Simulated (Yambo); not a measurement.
```
LaAgSO
1.0
    4.09172     0.00000     0.00000
    0.00000     4.09172     0.00000
    0.00000     0.00000     9.10242
O S Ag La
2 2 2 2
Direct
  0.00000   0.00000   0.00000
  0.50000   0.50000   0.00000
  0.00000   0.50000   0.30696
  0.50000   0.00000   0.69304
  0.50000   0.50000   0.50000
  0.00000   0.00000   0.50000
  0.00000   0.50000   0.86503
  0.50000   0.00000   0.13497
```

LaAgSO (space group P4/nmm, No. 129): mean Im ε in 1 eV windows above the direct gap of 2.14 eV, for different electron-hole kernels (Yambo, broadening 0.15 eV, PBEsol (pw.x of Quantum ESPRESSO, ONCV potentials, no spin-orbit coupling) bands; 4×4×2 mesh, 16 valence and 17 conduction bands, static screening with 98 bands and a 3 Ry block, scissor 0.92 eV, Tamm-Dancoff; field along x).

```
window (eV)  independent quasiparticles  BSE
-----------  --------------------------  ---
2.1 to 3.1                          1.7  2.4
3.1 to 4.1                          3.0  3.9
4.1 to 5.1                          6.9  8.0
```

This run doesn't resolve bound excitons or single peaks, so only averages are given, and they too depend on the mesh; weight that the attraction moves below the gap isn't listed. All transitions below 5.76 eV are in the band window. The scissor comes from a G0W0 run whose convergence isn't established.

Spin-orbit splittings are left out. The 4f states are in the valence at their DFT position.

Geometry of the Materials Project entry, not relaxed at this level.
